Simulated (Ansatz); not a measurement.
Relaxed MoSi2 (MoSi2 type, space group I4/mmm):

```
CELL_PARAMETERS angstrom
     -1.60108     1.60108     3.90975
      1.60108    -1.60108     3.90975
      1.60108     1.60108    -3.90975
ATOMIC_POSITIONS crystal
  Mo 0.00000 0.00000 0.00000
  Si 0.33530 0.33530 0.00000
  Si 0.66470 0.66470 0.00000
```

In this cell atom 1 (Mo, nearest neighbour Si at 2.605 Å; its periodic images, 3.2 Å or more away, move with it) is moved by s along Cartesian z, unit vector (0.000, 0.000, 1.000); all other atoms and the cell stay fixed.

All values below come from r2SCAN (plane waves to 500 eV, PAW, scalar-relativistic; Ansatz, a quantum-chemistry and plane-wave program). k mesh 12×12×12 (Γ-centred), Fermi-Dirac smearing 0.05 eV. Energies are smeared free energies. Stress and pressure are positive under compression. With partly filled bands, energies and forces of such displacements shift with the k mesh and the smearing. F∥ is the force on the atom along that direction. MoSi2 is run without spin polarisation. MoSi2 was relaxed with its symmetry unable to fall. The PAW data are Ansatz's earlier set. ΔE is measured from the undisplaced structure.

```
s (Å)   ΔE (eV/cell)  F∥ (eV/Å)  P (GPa)
------  ------------  ---------  -------
-0.260         0.478      3.806      6.5
-0.208         0.302      2.967      4.2
-0.156         0.168      2.185      2.3
-0.104         0.074      1.436      1.0
-0.052         0.018      0.712      0.3
0.000          0.000      0.000      0.0
0.052          0.018     -0.712      0.3
0.104          0.074     -1.436      1.0
0.156          0.168     -2.185      2.3
0.208          0.302     -2.967      4.2
0.260          0.478     -3.806      6.5
```

Key numbers:

* **Energy at s = 0.260 Å**: 478 meV/cell
* **Force along the line at s = -0.260 Å**: 3.81 eV/Å
* **Symmetry of the curve**: even: the same for both signs
* **Shape of the curve**: a single well with its minimum at or next to zero displacement
* **Force constant k = d²E/ds² at s = 0 (finite differences)**: 13.6 eV/Å²
* **Harmonic estimate at the end of the scan**: ½ks² = 461 meV/cell against the computed 478 meV/cell, so the well is close to harmonic there

(For displaced atoms, the force is minus the slope of the energy, and its curvature is a force constant, which sets phonon frequencies.)
